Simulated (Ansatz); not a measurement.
This guess for Si₅Se is about to be relaxed.

```yaml
crystal:
  lattice:
    - [0.00000, 3.75126, 3.75126]
    - [3.75126, 0.00000, 3.75126]
    - [3.75126, 3.75126, 0.00000]
  atoms:
    - { symbol: Si, position: [0.25000, 0.25000, 0.25000] }
    - { symbol: Si, position: [0.62426, 0.12721, 0.62426] }
    - { symbol: Si, position: [0.62426, 0.62426, 0.12721] }
    - { symbol: Si, position: [0.62426, 0.62426, 0.62426] }
    - { symbol: Si, position: [0.12721, 0.62426, 0.62426] }
    - { symbol: Se, position: [0.00000, 0.00000, 0.00000] }
```

These are results of Ansatz 0.2.0, DFT PBE, scalar-relativistic, plane waves, PAW, not measurements. Cutoff 420 eV, Gaussian smearing, Γ-centred meshes. Cell and atoms relax on a converged mesh. In metals the finer mesh still leaves noise of several meV/atom or more. The steps can't lower the symmetry of their start. No spin polarisation.

A guess keeps its type if space group and coordination stay and the shape of the cell changes little (axis ratios within about 15 %, angles within 6°); the volume may change.

Task: Will the relaxed cell still be of the starting type?

Result: It keeps its type. The symmetry stays F-43m (No. 216). The volume per atom shrinks by 6.7 %, from 17.6 to 16.4 Å³. The shortest distance goes from 2.64 Å (Si–Si) to 2.59 Å (Si–Si). Counting neighbours within 15 % of an atom's shortest distance, the start has Se 16, Si 6/16 and the end Se 16, Si 6/16.

The last run used a 10×10×10 mesh for its 6-atom cell and Gaussian smearing of 0.10 eV. Symmetry constrained the relaxation, so the result can be a saddle point. Another cell of Si5Se relaxed alike, in P4/mmm, lies 122 meV/atom lower, so this cell isn't the stable form at this level.

In counts of neighbours, a slash parts the counts of unlike sites.
